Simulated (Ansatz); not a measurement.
PdAu3:
```
PdAu3
1.0
   -2.05532     2.05532     3.98038
    2.05532    -2.05532     3.98038
    2.05532     2.05532    -3.98038
Pd Au
1 3
Direct
  0.00000   0.00000   0.00000
  0.75000   0.25000   0.50000
  0.25000   0.75000   0.50000
  0.50000   0.50000   0.00000
```

Relaxed with r²SCAN. Special points in fractions of this cell's reciprocal vectors: Γ (0.000, 0.000, 0.000); X (0.000, 0.000, 0.500); P (0.250, 0.250, 0.250); N (0.000, 0.500, 0.000); M (0.500, 0.500, -0.500); S (0.317, 0.683, -0.317); S0 (-0.317, 0.317, 0.317); R (-0.133, 0.133, 0.500); G (0.500, 0.500, -0.133).

Q: List the band energies nearest the Fermi level at these points for the program Ansatz at the r²SCAN level (PAW).

A: In eV from the Fermi level; about four levels below and three above (degenerate sets whole), none deeper than 8.9 eV; points with the same levels are listed once.

```csv
k,below,above
Γ,-1.18 -0.87 -0.87 -0.60,2.36 5.23 6.15
X,-1.04 -1.01 -0.18 -0.03,0.06 0.76 3.74
P,-2.24 -1.40 -1.40 -1.26,0.02 0.02 0.49
N,-1.65 -1.62 -1.05 -0.65,3.00 3.74 8.11
M,-0.96 -0.70 -0.70 -0.62,1.78 1.78 6.28
S,-1.48 -0.74 -0.31 -0.17,5.34 6.53 9.23
R,-1.11 -1.09 -0.56 -0.46,0.15 0.93 5.76
```

Space group I4/mmm. The first step of the workflow began from a Materials Project structure, measured or hypothetical; the Crystallography Open Database copy checked does not list it. With Pd and Au taken as one species the cell has the higher symmetry Fm-3m, so it may be an ordered model of a mixed-site phase. Its standing as an ambient phase is unchecked. Symmetry was held in the r²SCAN relaxation; whether a distortion lowers the energy is not shown. The run is not spin-polarised. Scalar-relativistic: spin–orbit coupling is off unless named, which matters more the heavier the elements.

Potentials: the later of the program's two PAW sets.
